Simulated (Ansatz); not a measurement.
InAs:
```xyz
4
Lattice="4.3104 0.0000 0.0000 -2.1552 3.7330 0.0000 0.0000 0.0000 7.0828" Properties=species:S:1:pos:R:3 pbc="T T T"
In     2.1552     1.2443     3.5453
In     0.0000     2.4886     0.0039
As     2.1552     1.2443     6.1971
As     0.0000     2.4886     2.6557
```

Relaxed with r²SCAN.

Question: Map the valence electron density (e/Å³), cut off at 1 on the plane through (0.667, 0.333, 0.501) spanned by u = [0, 0, 1] and v = [1, -1, 0] in lattice vectors, from DFT-r²SCAN in the program Ansatz with PAW potentials.

Answer: x is the fraction of u, y of v (the angle between them is 90°; rows are the nearest grid lines); atoms in the plane: In at (0.00, 0.00), In at (0.50, 0.67), As at (0.37, 0.00), As at (0.87, 0.67).
```
y \ x   0.000  0.0857  0.171  0.286  0.371  0.457  0.543  0.629  0.714  0.829  0.914   1.00
------  -----  ------  -----  -----  -----  -----  -----  -----  -----  -----  -----  -----
1.00     1.00    1.00  0.398   1.00   1.00   1.00  0.243  0.045  0.025  0.192   1.00   1.00
0.919    1.00   0.917  0.246  0.702   1.00  0.830  0.200  0.047  0.032  0.152  0.937   1.00
0.838   0.334   0.151  0.082  0.191  0.379  0.393  0.217  0.087  0.084  0.253  0.397  0.334
0.757   0.386   0.094  0.032  0.079  0.315   1.00   1.00  0.305  0.267   1.00   1.00  0.386
0.703   0.545   0.099  0.026  0.071  0.583   1.00   1.00  0.629  0.437   1.00   1.00  0.545
0.622   0.509   0.096  0.025  0.069  0.525   1.00   1.00  0.574  0.412   1.00   1.00  0.509
0.541   0.219   0.062  0.023  0.049  0.158  0.483  0.482  0.163  0.158  0.432  0.482  0.219
0.459   0.067   0.030  0.016  0.028  0.055  0.076  0.063  0.037  0.038  0.081  0.099  0.067
0.378   0.022   0.014  0.010  0.015  0.022  0.025  0.019  0.012  0.011  0.020  0.026  0.022
0.297   0.021   0.013  0.010  0.014  0.021  0.023  0.017  0.011  0.010  0.017  0.023  0.021
0.243   0.040   0.026  0.018  0.031  0.047  0.047  0.029  0.015  0.014  0.028  0.041  0.040
0.162   0.201   0.119  0.074  0.151  0.243  0.193  0.081  0.028  0.021  0.063  0.140  0.201
0.0811   1.00   0.927  0.245  0.689   1.00  0.778  0.180  0.040  0.025  0.129  0.915   1.00
0.000    1.00    1.00  0.398   1.00   1.00   1.00  0.243  0.045  0.025  0.192   1.00   1.00
```

The density is the valence pseudo-density with augmentation charge, so density and ELF within about 1 Å of a nucleus are not all-electron values.

Space group P6_3mc (wurtzite). The workflow started from a Materials Project entry (that database holds measured and hypothetical structures alike); the Crystallography Open Database copy checked does not list it. It is not the phase usual at ambient conditions (space group No. 216). The cell was relaxed with r²SCAN under the symmetry of its start; its stability against distortions is not shown here.

Potentials: the later of the program's two PAW sets.
